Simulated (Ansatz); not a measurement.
YGe in space group P-6m2 (No. 187; Y on 1a, Ge on 1f) at seven volumes, r²SCAN in the plane-wave PAW code Ansatz, shape and atoms relaxed at each. One row is withheld.

| V (Å³/atom) | P (GPa) |
|---|---|
| 23.181 | 6.22 |
| 23.945 | ? |
| 24.709 | 1.84 |
| 25.473 | 0.00 |
| 26.238 | -1.66 |
| 27.002 | -3.15 |
| 27.766 | -4.41 |

Fit the shown pressures and predict the withheld one.

P = (3/2)B₀(x^(7/2) − x^(5/2))[1 + (3/4)(B′ − 4)(x − 1)] with x = (V₀/V)^(2/3). Least squares on the six rows gives V₀ = 25.469 Å³/atom, B₀ = 58.1 GPa, B′ = 2.83. At V = 23.945, x = 1.0420 and P = 3.91 GPa. The run itself gave 3.97 GPa.

The cell is a constructed one: a structure type filled with these elements; neither database checked (COD, Materials Project) lists it. Its standing as an ambient phase is unchecked. Symmetry was held in the r²SCAN relaxation; whether a distortion lowers the energy is not shown. The run is not spin-polarised.

Potentials: the later of the program's two PAW sets.
